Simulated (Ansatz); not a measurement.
**Bi2Te2Pb6S7 — ³³S NMR of the central transition**

Cell: a COD entry (perhaps calculated rather than measured), its atoms then relaxed with PBE in this cell.

Space group R-3m:H (No. 166); a = 4.2417, c = 92.2762 Å, γ = 120.00°.

| site | Wyckoff | site symmetry | x | y | z |
| --- | --- | --- | --- | --- | --- |
| Bi | 6c | 3m | 0.0000 | 0.0000 | 0.0361 |
| Te | 6c | 3m | 0.0000 | 0.0000 | 0.6832 |
| Pb5 | 6c | 3m | 0.0000 | 0.0000 | 0.7403 |
| Pb7 | 6c | 3m | 0.0000 | 0.0000 | 0.4442 |
| Pb9 | 6c | 3m | 0.0000 | 0.0000 | 0.1481 |
| S11 | 6c | 3m | 0.0000 | 0.0000 | 0.3885 |
| S13 | 6c | 3m | 0.0000 | 0.0000 | 0.0923 |
| S15 | 6c | 3m | 0.0000 | 0.0000 | 0.7961 |
| S17 | 3b | -3m | 0.0000 | 0.0000 | 0.5000 |

One atom of each set is listed; the run and its k-mesh use a cell of 17 atoms with edges of 30.86, 30.86, 30.86 Å.

All values are calculated (Ansatz; DFT, PBE, plane waves and PAW, scalar-relativistic, 420 eV cutoff, Γ-centred 8×8×8 k-points, Fermi–Dirac smearing 0.02 eV), not measured.

³³S has I = 3/2 and Q = -69.40 mb (Pyykkö 2018); at 16.4 T its Larmor frequency is ν₀ = 53.7 MHz. Only the quadrupole interaction is simulated: positions count from each site's isotropic chemical shift, and J coupling is left out, as are shift anisotropy and dipolar coupling, which fast spinning averages.

**Question.** What does the ³³S spectrum (fast magic-angle spinning) show for each site?

**Answer.** 

```csv
site,first shell,C_Q (MHz),η,P_Q (MHz),δ_QIS (ppm),breadth (kHz)
S11,"3 Pb at 2.98 Å, 3 Bi at 3.02 Å",-0.527,0.00,0.527,-2.41,0.277
S13,6 Pb at 2.99 Å,0.223,0.00,0.223,-0.433,0.0498
S15,6 Pb at 2.99 Å,0.265,0.00,0.265,-0.608,0.0699
S17,6 Pb at 2.99 Å,0.274,0.00,0.274,-0.650,0.0747
```

δ_QIS = −(ν_Q²/30ν₀²)[I(I+1) − 3/4](1 + η²/3) × 10⁶ ppm with ν_Q = 3|C_Q|/[2I(2I−1)]; it falls as 1/B₀² in ppm, and the breadth as 1/B₀ in kHz.

An axis of threefold or higher order runs through S11, S13, S15 and S17, so V_zz lies along it and η is zero.

Without spin–orbit coupling the gradients at and beside Bi and Pb can be off by some per cent, at some sites by more. With a gap of 0.4 eV on this mesh, small gradients can still move by 0.1 × 10²¹ V/m² or more as the k-mesh gets denser.
